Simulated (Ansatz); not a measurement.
RbBr:
```xyz
2
Lattice="0.0000 3.4219 3.4219 3.4219 0.0000 3.4219 3.4219 3.4219 0.0000" Properties=species:S:1:pos:R:3 pbc="T T T"
Rb     0.0000     0.0000     0.0000
Br     3.4219     3.4219     3.4219
```

Relaxed with PBEsol. Special points in fractions of this cell's reciprocal vectors: Γ (0.000, 0.000, 0.000); X (0.500, 0.000, 0.500); U (0.625, 0.250, 0.625); K (0.375, 0.375, 0.750); L (0.500, 0.500, 0.500); W (0.500, 0.250, 0.750).

Question: List the band energies nearest the valence-band maximum at these points for the program Ansatz at the PBEsol level (PAW).

Answer: In eV from the valence-band maximum; about four levels below and three above (degenerate sets whole), none deeper than 8.9 eV; points with the same levels are listed once.

```csv
k,below,above
Γ,-8.43 -8.43 -8.43 0.00 0.00 0.00,4.22 7.21 7.21 7.21
X,-8.50 -8.50 -0.48 -0.16 -0.16,5.50 7.04 9.07
U,-8.46 -0.51 -0.42 -0.27,6.24 8.05 8.05
L,-8.38 -1.02 -0.37 -0.37,6.68 7.63 9.45 9.45
W,-8.41 -0.51 -0.36 -0.36,6.98 6.98 8.19
```

Space group Fm-3m (rock salt). The PBEsol relaxation kept the symmetry of its start. Scalar-relativistic: spin–orbit coupling is off unless named, which matters more the heavier the elements.

Potentials: the later of the program's two PAW sets.
